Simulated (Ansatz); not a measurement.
The start is a generated cell, TaAs placed in the CoSn structure type. Cell shape, volume and atoms are optimised at zero target pressure with r2SCAN (plane waves to 500 eV, PAW, scalar-relativistic; Ansatz, a first-principles code). The first steps use a coarse 5×5×5 k-mesh.

Input geometry:
```
TaAs
1.0
    5.67094     0.00000     0.00000
   -2.83547     4.91118     0.00000
    0.00000     0.00000     4.57596
Ta As
3 3
Direct
  0.50000   0.00000   0.00000
  0.50000   0.50000   0.00000
  0.00000   0.50000   0.00000
  0.00000   0.00000   0.00000
  0.33333   0.66667   0.50000
  0.66667   0.33333   0.50000
```

**Question.** What pressure does the first self-consistent step give?

**Answer.** -11 GPa (negative: the cell is under tension).

**Question.** How does the volume per atom move from start to end?

**Answer.** -8.7 %, from 21.24 to 19.39 Å³/atom.

**Question.** What band gap does the relaxed structure have at this level?

**Answer.** Zero (metallic).

**Question.** What does it relax into? Give the structure.

**Answer.** 
Space group P6/mmm (No. 191); a = b = 5.639 Å, c = 4.225 Å, α = β = 90.00°, γ = 120.00°

```json
[
 {"atom": "Ta", "site": "3f", "symmetry": "mmm", "x": "0.0000", "y": "0.5000", "z": "0.0000"},
 {"atom": "As", "site": "1a", "symmetry": "6/mmm", "x": "0.0000", "y": "0.0000", "z": "0.0000"},
 {"atom": "As", "site": "2d", "symmetry": "-6m2", "x": "0.3333", "y": "0.6667", "z": "0.5000"}
]
```

The space group stays P6/mmm (No. 191) (the run could not lower it); the end is AFLOW prototype AB_hP6_191_f_ad (B35, as in CoSn), with 6 atoms in the primitive cell. Final values are on a 10×10×11 k-mesh of the relaxed cell. No spin polarisation in the result.

The run could not lose the symmetry of its start; a randomly shaken copy of 12 atoms returns to this structure.

All atoms sit on sites fixed by symmetry, so only the cell could relax.

The relaxed structure here is a generated cell of TaAs: the first start was made by placing the elements on the sites of a structure type, and the end was not matched to a known phase here, so it may be hypothetical. Known forms of TaAs include space group No. 109.
